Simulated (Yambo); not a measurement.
Yambo run on NaI (rock salt, space group Fm-3m, No. 225). The wavefunctions are norm-conserving PBEsol (Quantum ESPRESSO, 88 Ry, scalar-relativistic) ones on a 4×4×4 mesh (8 occupied bands); a = 4.5260 Å, b = 4.5260 Å, c = 4.5260 Å, α = 60.00°, β = 60.00°, γ = 60.00°.

Yambo input:

```
rim_cut
HF_and_locXC
RandQpts= 1000000
RandGvec= 1 Ry
EXXRLvcs= 88 Ry
VXCRLvcs= 352 Ry
% QPkrange
 1 | 1 | 8 | 9 |
 3 | 3 | 8 | 9 |
 7 | 7 | 8 | 9 |
 8 | 8 | 8 | 9 |
%
```

k points by index: 1 = Γ, 3 = L, 7 = X, 8 = W.

Table of the .hf output:

```
#    K-point    Band    Eo [eV]    Ehf [eV]    Vxc [eV]    Vnlxc [eV]
#
    1    8    0.000000    -2.976576    -11.32313    -14.29970
    1    9    3.592847    7.431336    -7.615742    -3.777252
    3    8    -0.305721    -3.398167    -11.04147    -14.13392
    3    9    4.958026    8.764546    -7.210323    -3.403803
    7    8    -0.802053    -4.068325    -10.75711    -14.02338
    7    9    4.467134    8.338965    -7.822723    -3.950892
    8    8    -1.004673    -4.237907    -10.43790    -13.67113
    8    9    5.876305    9.997862    -8.571735    -4.450178
```
Exchange alone, without screening.

Spin-orbit coupling is not included.

Geometry relaxed with PBEsol.
